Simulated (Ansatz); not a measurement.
Relaxed GaP (zinc blende):

```yaml
crystal:
  lattice:
    - [0.00000, 5.45173, 5.45173]
    - [2.72587, 2.72587, 5.45173]
    - [2.72587, 2.72587, 0.00000]
  atoms:
    - { symbol: P, position: [0.00000, 0.75000, 0.75000] }
    - { symbol: P, position: [0.50000, 0.75000, 0.75000] }
    - { symbol: Ga, position: [0.00000, 0.00000, 0.00000] }
    - { symbol: Ga, position: [0.50000, 0.00000, 0.00000] }
```

The atoms are displaced by Q × the pattern below (from a DFPT mode at X = (0.5, 0.5, 0.0), largest move 1; Q in Å), at fixed cell. (q is in reciprocal vectors of the primitive cell; the cell shown is doubled to hold the pattern.)

```tsv
atom	x	y	z
Ga3	0.000	0.000	-1.000
Ga4	0.000	0.000	1.000
```

Atoms not listed stay in place.

Method: r2SCAN (plane waves to 500 eV, PAW, scalar-relativistic; Ansatz, a quantum-chemistry and plane-wave program). k mesh 10×10×10 (Γ-centred), Fermi-Dirac smearing 0.05 eV. GaP was relaxed with its symmetry unable to fall. The PAW data are Ansatz's earlier set.

At one point of the scan the forces (eV/Å) are:

```csv
atom,Fx,Fy,Fz
P1,0.000,0.000,0.000
P2,0.000,0.000,0.000
Ga3,0.000,0.000,-2.869
Ga4,0.000,0.000,2.869
```

Q: Which point is it?
A. Q = -0.120 Å
B. Q = -0.090 Å
C. Q = -0.180 Å
D. Q = -0.060 Å

A: C, Q = -0.180 Å

(For displaced atoms, the force is minus the slope of the energy, and its curvature is a force constant, which sets phonon frequencies.)
